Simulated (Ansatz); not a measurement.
Task: Name crystals whose computed values (DFT-HSE06 in the program Ansatz with PAW potentials) fall in these windows: B₀ by P(V) fit (GPa) 93 to 130; gap (eV) 4.5 to 6.1.

Result: 

```json
[
 {"crystal": "LiNbO3, R3c (Li on 6a, Nb on 6a, O on 18b)", "B₀ by P(V) fit (GPa)": "110", "gap (eV)": "5.13"},
 {"crystal": "CdF2, fluorite", "B₀ by P(V) fit (GPa)": "103", "gap (eV)": "5.14"},
 {"crystal": "CaO, rock salt", "B₀ by P(V) fit (GPa)": "115", "gap (eV)": "5.31"}
]
```
Others may fit too.

All cells were relaxed under the symmetry of their starts (and spin orders); stability against distortions was not tested throughout. Rows with no word on spin ran without spin polarisation. Scalar-relativistic: spin–orbit coupling is off unless named, which matters more the heavier the elements.

Potentials: the later of the program's two PAW sets.
